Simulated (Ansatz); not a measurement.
**YHg: computed property card**

YHg:
```
CELL_PARAMETERS angstrom
      3.70474     0.00000     0.00000
      0.00000     3.70474     0.00000
      0.00000     0.00000     3.70474
ATOMIC_POSITIONS crystal
  Hg 0.00000 0.00000 0.00000
  Y  0.50000 0.50000 0.50000
```

Space group Pm-3m (No. 221), CsCl type; conventional cell a = b = c = 3.7047 Å, α = β = γ = 90.00°.

Method: the program Ansatz at the r²SCAN level (PAW). Geometry: relaxed at this level of theory. Other levels are named where they apply.

### Cell and energy

```
Quantity                                                      Result
-----------------------------------------------------  -------------
Volume per atom                                             25.42 Å³
Density                                                   9.45 g/cm³
Formation energy from the elements (no fitted shifts)  -0.60 eV/atom
```

### Electronic structure

```
Property                                                                     Value
------------------------------------  --------------------------------------------
Electronic character                                             metallic (no gap)
Density of states at the Fermi level  0.71 states/eV per atom (mean over ±0.08 eV)
Gap with spin–orbit coupling                                       none (metallic)
```

### Mechanics

```
Quantity                               Value
----------------------------------  --------
Bulk modulus (Birch–Murnaghan fit)  73.0 GPa
Pressure derivative B′                   4.6
```

### Charges

```
Quantity                     Value
-------------  -------------------
Bader charges  Hg -1.65, Y +1.65 e
```

The workflow started from an entry of the Crystallography Open Database (COD). Its standing as an ambient phase is unchecked. The cell was relaxed with r²SCAN under the symmetry of its start; its stability against distortions is not shown here. The run is not spin-polarised. The references are the lowest solids computed at this level, not always the standard phases. Spin–orbit coupling is left out wherever it is not named.

Potentials: the later of the program's two PAW sets.
